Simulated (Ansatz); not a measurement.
In plane-wave PAW r²SCAN (Ansatz code), AlRh$_{3}$N in the anti-perovskite structure (Pm-3m) relaxes to a = 4.010 Å. Al has 12 nearest neighbours from 2.84 Å (cuboctahedral); N has 6 nearest neighbours from 2.01 Å (octahedral). Against the elements it lies at -163 meV/atom, with no fitted shifts.

Electronic character: metallic (no gap). The magnetic state found is ferromagnetic. The net moment is 0.10 μB per atom.

The bulk modulus is 237 GPa. Bader charges are Al +1.55, Rh -0.18, N -1.02 e.

The start of the workflow was typed in or built on a structure type; neither database checked (COD, Materials Project) lists it. Its standing as an ambient phase is unchecked. The cell was relaxed with r²SCAN under the symmetry of its start; its stability against distortions is not shown here. Magnetic state: ferromagnetic, the only order run, not a proven ground state. The volume moved by 18 % from the start of the relaxation. Other orbital occupations within this spin state were not tried. No Hubbard U is applied. The references are the lowest solids computed at this level, not always the standard phases (solids in place of the gases). Scalar-relativistic: spin–orbit coupling is off unless named, which matters more the heavier the elements.

Potentials: the later of the program's two PAW sets.
